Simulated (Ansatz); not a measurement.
## Computed properties of LaMnO$_{3}$

LaMnO₃:
```yaml
crystal:
  lattice:
    - [2.74897, 1.58712, 4.39619]
    - [-2.74897, 1.58712, 4.39619]
    - [0.00000, -3.17424, 4.39619]
  atoms:
    - { symbol: La, position: [0.75000, 0.75000, 0.75000] }
    - { symbol: La, position: [0.25000, 0.25000, 0.25000] }
    - { symbol: Mn, position: [0.50000, 0.50000, 0.50000] }
    - { symbol: Mn, position: [0.00000, 0.00000, 0.00000] }
    - { symbol: O, position: [0.30731, 0.75000, 0.19269] }
    - { symbol: O, position: [0.69269, 0.25000, 0.80731] }
    - { symbol: O, position: [0.19269, 0.30731, 0.75000] }
    - { symbol: O, position: [0.80731, 0.69269, 0.25000] }
    - { symbol: O, position: [0.75000, 0.19269, 0.30731] }
    - { symbol: O, position: [0.25000, 0.80731, 0.69269] }
```
The run is spin-polarised; directions of the spins, atom by atom: 0 0 ↑ ↑ 0 0 0 0 0 0.

Space group R-3c (No. 167); conventional cell a = b = 5.4979 Å, c = 13.1886 Å, α = β = 90.00°, γ = 120.00°.

Method: PBEsol (plane waves, PAW; program Ansatz). Geometry: relaxed at this level of theory. Other levels are named where they apply.

**Cell and energy**

- Volume per atom: 11.51 Å³
- Density: 6.98 g/cm³
- Formation energy from the elements (no fitted shifts): -2.64 eV/atom

**Electronic structure**

- Electronic character: metallic (no gap)
- Density of states at the Fermi level: 0.26 states/eV per atom (mean over ±0.08 eV)

**Magnetism**

* **Magnetic order**: ferromagnetic
* **Net moment**: 0.73 μB per atom

**Mechanics**

* **Bulk modulus (Birch–Murnaghan fit)**: 1440 kbar
* **Pressure derivative B′**: 2.6

The workflow started from a Materials Project entry (that database holds measured and hypothetical structures alike); the Crystallography Open Database files this formula in space group No. 167, but the cells were not matched. Whether it is the stable phase at ambient conditions was not checked. Symmetry was held in the PBEsol relaxation; whether a distortion lowers the energy is not shown. The final state is ferromagnetic, chosen from 5 collinear starts compared on coarse meshes (ties went to the first, and starts can fall back to one state), not a proven ground state. No Hubbard U is applied. The compound may be a true metal, but semilocal functionals without U, or a wrong spin order, can also close a gap. The references are the lowest solids computed at this level, not always the standard phases (solids in place of the gases). Scalar-relativistic: spin–orbit coupling is off unless named, which matters more the heavier the elements.

Potentials: the later of the program's two PAW sets.
